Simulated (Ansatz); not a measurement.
**FePt2 (I4/mmm) at 2 levels of theory**

One geometry, relaxed with PBE; plane waves with PAW potentials in Ansatz, scalar-relativistic. Collinear spin, ending at 3.6 μB a primitive cell. Gaps are the least over mesh and band path; pressure is positive in compression.

```yaml
crystal:
  lattice:
    - [-1.37812, 1.37812, 5.75460]
    - [1.37812, -1.37812, 5.75460]
    - [1.37812, 1.37812, -5.75460]
  atoms:
    - { symbol: Fe, position: [0.50000, 0.50000, 0.00000] }
    - { symbol: Pt, position: [0.84257, 0.84257, 0.00000] }
    - { symbol: Pt, position: [0.15743, 0.15743, 0.00000] }
```

| level | cutoff (eV) | k mesh | gap (eV) | pressure (GPa) | largest moment (μB) |
| --- | --- | --- | --- | --- | --- |
| PBE | 420 | 24×24×24 | 0 | 0.0 | 3.05 |

Problem. What comes out on the same cell with LDA?

Solution.
```tsv
level	cutoff (eV)	k mesh	gap (eV)	pressure (GPa)	largest moment (μB)
LDA	420	24×24×24	0	-15.6	2.96
```

Spin-orbit coupling matters for the bands of heavy elements and is left out.

The cell was found from a structure generator's guess, not taken from experiment.
